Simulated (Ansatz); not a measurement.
Relaxed Ta (bcc, W type):

```
CELL_PARAMETERS angstrom
     -3.30510     3.30510     3.30510
      1.65255    -1.65255     1.65255
      1.65255     1.65255    -1.65255
ATOMIC_POSITIONS crystal
  Ta 0.00000 0.00000 0.00000
  Ta 0.50000 0.00000 0.00000
```

The atoms are displaced by Q × the pattern below (from a DFPT mode at N = (0.5, 0.0, 0.0), largest move 1; Q in Å), at fixed cell. (q is in reciprocal vectors of the primitive cell; the cell shown is doubled to hold the pattern.)

```csv
atom,x,y,z
Ta1,0.000,-0.707,-0.707
Ta2,0.000,0.707,0.707
```

All values below come from r2SCAN (plane waves to 500 eV, PAW, scalar-relativistic; Ansatz, a program for electronic structure). k mesh 10×20×20 (Γ-centred), Fermi-Dirac smearing 0.05 eV. The energy includes the smearing's −TS. Left out: 4 of 13 points, with atoms too close for the PAW data. With partly filled bands, energies and forces of such displacements shift with the k mesh and the smearing. Spin-orbit coupling is left out, though Ta is heavy. Ta is run without spin polarisation. Ta was relaxed with its symmetry unable to fall. The PAW data are Ansatz's earlier set. ΔE is measured from the undisplaced structure.

Task: Predict the ΔE (eV/cell) and −dE/dQ from forces (eV/Å) at Q (Å) = -0.187, -0.140, -0.093, -0.047, 0.047, 0.093, 0.140, 0.187.

Result: 
| Q (Å) | ΔE (eV/cell) | −dE/dQ from forces (eV/Å) |
|---|---|---|
| -0.187 | 0.616 | 7.580 |
| -0.140 | 0.321 | 5.153 |
| -0.093 | 0.130 | 3.090 |
| -0.047 | 0.029 | 1.323 |
| 0.047 | 0.029 | -1.323 |
| 0.093 | 0.130 | -3.090 |
| 0.140 | 0.321 | -5.153 |
| 0.187 | 0.616 | -7.580 |

(For displaced atoms, the force is minus the slope of the energy, and its curvature is a force constant, which sets phonon frequencies.)
